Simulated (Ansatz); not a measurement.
Relaxed TiB₂ (AlB2 type, space group P6/mmm):

```xyz
3
Lattice="3.0320 0.0000 0.0000 -1.5160 2.6258 0.0000 0.0000 0.0000 3.2243" Properties=species:S:1:pos:R:3 pbc="T T T"
Ti     0.0000     0.0000     0.0000
B      0.0000     1.7505     1.6122
B      1.5160     0.8753     1.6122
```

The numbers are results of PBE (plane waves to 420 eV, PAW, scalar-relativistic; Ansatz, a program for electronic structure), not measurements. k mesh 14×14×12 (Γ-centred), Fermi-Dirac smearing 0.05 eV. With partly filled bands, energies and forces of such displacements shift with the k mesh and the smearing. TiB2 is run without spin polarisation. TiB2 was relaxed with its symmetry unable to fall.

One atom of the cell was then moved (with its periodic images), all else fixed, and the forces (eV/Å) came out as:

```json
[
 {"atom": "Ti1", "Fx": "-2.763", "Fy": "-2.006", "Fz": "0.000"},
 {"atom": "B2", "Fx": "-0.185", "Fy": "-4.712", "Fz": "0.000"},
 {"atom": "B3", "Fx": "2.948", "Fy": "6.718", "Fz": "0.000"}
]
```

Which atom was moved, and by which vector (Å)?

B3, by (-0.30, -0.30, 0.00), 0.42 Å in all.

(A displaced cell: forces are minus the slopes of the energy, force constants its curvatures, and phonons follow from these.)
